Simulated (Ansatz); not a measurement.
ZnAu (CsCl type, Pm-3m), a = b = c = 3.1487 Å, α = β = γ = 90.00°.

Relaxed with r²SCAN.

Question: Which orbitals make up the states near the Fermi level in DFT-r²SCAN in the program Ansatz with PAW potentials?

Answer: Within 0.5 eV of the Fermi level: Zn 4s 21 %, Au 6s 20 %, Au 5d 12 %, outside the projected shells 46 %. Projections are on Löwdin-orthogonalised atomic valence shells; empty p or d shells of many metals are not among them.

Question: Tabulate the density of states.

Answer: States/eV per cell of 2 atoms, in 0.25 eV bins, energy from the Fermi level.

```tsv
E (eV)	total	Au 5d	Zn 3d	Zn 4s
-7.85	12.23	0.63	11.45	0.09
-7.60	5.79	0.19	5.30	0.15
-7.35	0.88	0.15	0.43	0.14
-7.10	0.89	0.24	0.30	0.17
-6.85	2.28	1.07	0.69	0.34
-6.60	1.56	0.83	0.46	0.20
-6.35	0.66	0.49	0.09	0.04
-6.10	1.93	1.43	0.22	0.10
-5.85	5.09	4.04	0.60	0.11
-5.60	4.40	3.62	0.48	0.11
-5.35	2.70	2.36	0.21	0.02
-5.10	3.48	3.18	0.16	0.03
-4.85	4.05	3.67	0.20	0.05
-4.60	3.36	3.00	0.16	0.08
-4.35	4.89	4.38	0.31	0.08
-4.10	3.59	3.21	0.16	0.09
-3.85	1.27	1.02	0.04	0.09
-3.60	1.12	0.89	0.02	0.09
-3.35	0.58	0.36	0.02	0.08
-3.10	0.36	0.14	0.01	0.08
-2.85	0.32	0.11	0.01	0.07
-2.60	0.36	0.13	0.01	0.05
-2.35	0.67	0.28	0.01	0.06
-2.10	0.68	0.24	0.01	0.07
-1.85	0.64	0.18	0.01	0.08
-1.60	0.59	0.14	0.01	0.09
-1.35	0.56	0.12	0.01	0.10
-1.10	0.54	0.10	0.01	0.10
-0.85	0.52	0.09	0.01	0.10
-0.60	0.51	0.08	0.01	0.10
-0.35	0.49	0.07	0.01	0.10
-0.10	0.47	0.06	0.01	0.10
0.15	0.45	0.05	0.00	0.09
0.40	0.43	0.04	0.00	0.09
0.65	0.40	0.04	0.00	0.09
0.90	0.40	0.03	0.00	0.08
1.15	0.42	0.03	0.00	0.08
1.40	0.43	0.03	0.00	0.09
1.65	0.48	0.03	0.00	0.13
1.90	0.55	0.04	0.00	0.17
2.15	0.61	0.04	0.01	0.20
2.40	0.66	0.04	0.00	0.22
2.65	0.72	0.04	0.00	0.24
2.90	0.84	0.05	0.00	0.27
3.15	0.78	0.04	0.00	0.23
3.40	0.72	0.03	0.00	0.19
3.65	0.68	0.03	0.00	0.15
3.90	0.68	0.02	0.00	0.12
4.15	0.70	0.02	0.00	0.11
4.40	0.64	0.02	0.00	0.09
4.65	0.67	0.02	0.00	0.07
```

The cell was relaxed with r²SCAN under the symmetry of its start. Scalar-relativistic: spin–orbit coupling is off unless named, which matters more the heavier the elements.

Potentials: the later of the program's two PAW sets.
